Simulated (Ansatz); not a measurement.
AgI:
```
CELL_PARAMETERS angstrom
      0.00000     3.17402     3.17402
      3.17402     0.00000     3.17402
      3.17402     3.17402     0.00000
ATOMIC_POSITIONS crystal
  Ag 0.00000 0.00000 0.00000
  I  0.25000 0.25000 0.25000
```

Cartesian axes are those of the cell as given.

Task: Give the proper piezoelectric stress tensor with relaxed ions from the program Ansatz at the LDA level (PAW).

Result: In C/m², rows x, y, z, Voigt columns; mesh uncertainty up to 0.00.
```
0.00  0.00  0.00  0.18  0.00  0.00
0.00  0.00  0.00  0.00  0.18  0.00
0.00  0.00  0.00  0.00  0.00  0.18
```

The elastic tensor of the same run (GPa):

```
46.4  38.9  38.9   0.0   0.0   0.0
38.9  46.4  38.9   0.0   0.0   0.0
38.9  38.9  46.4   0.0   0.0   0.0
 0.0   0.0   0.0  10.8   0.0   0.0
 0.0   0.0   0.0   0.0  10.8   0.0
 0.0   0.0   0.0   0.0   0.0  10.8
```

Task: Convert to strain constants d = e·S.

Result: In pC/N:
```
 0.0   0.0   0.0  16.7   0.0   0.0
 0.0   0.0   0.0   0.0  16.7   0.0
 0.0   0.0   0.0   0.0   0.0  16.7
```

Space group F-43m (zinc blende). The LDA relaxation kept the symmetry of its start; phonons on a q-mesh show no instability. No spin polarisation was allowed. Spin–orbit coupling is left out wherever it is not named.

Potentials: the later of the program's two PAW sets.
